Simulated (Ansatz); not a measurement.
This AlB2P3 structure is the end of a relaxation. The cell was found from a structure generator's guess, not taken from experiment.

These are results of DFT PBE, scalar-relativistic, plane waves, PAW (Ansatz 0.2.0), not measurements. Cutoff 420 eV, Γ-centred mesh, Gaussian smearing, no spin polarisation.

```
Al B P
1.0
     4.23330    0.00000    0.00000
    -2.11665    3.66614    0.00000
     0.00000    0.00000    4.90345
Al B P
1 2 3
Direct
  0.00000 0.00000 0.16292
  0.33333 0.66667 0.09976
  0.66667 0.33333 0.09976
  0.00000 0.00000 0.64666
  0.33333 0.66667 0.69537
  0.66667 0.33333 0.69537
```

Energies over the elements count from the elements' standard structures at the same level, with no fitted energy shifts. The references include black phosphorus.

Problem. What space group does it have?

Solution. P6mm (No. 183). Conventional cell: a = 4.233 Å, c = 4.903 Å. Al has 1 P at 2.37 Å, 6 B at 2.46 Å and 1 P at 2.53 Å; around B lie 1 P at 1.98 Å, 3 B at 2.44 Å and 3 Al at 2.46 Å; P on a site of symmetry 6mm is surrounded by 1 Al at 2.37 Å, 6 P at 2.46 Å and 1 Al at 2.53 Å; P on a site of symmetry 3m has 1 B at 1.98 Å and 6 P at 2.44–2.46 Å.

Problem. What is its formation energy per atom?

Solution. +0.70 eV/atom. A positive value: parting into the elements would lower its energy.

Problem. Is it a metal?

Solution. Yes, bands cross the Fermi level on the 12×12×8 mesh.

The last run used a 12×12×8 mesh (in the run's order of axes) for its 6-atom cell and Gaussian smearing of 0.10 eV. The reference form of P is held partly by dispersion forces, which this level lacks. A structure relaxed within its symmetry needn't be a true minimum. Another cell of AlB2P3 relaxed alike, in P4mm, lies 147 meV/atom lower, so this cell isn't the stable form at this level.
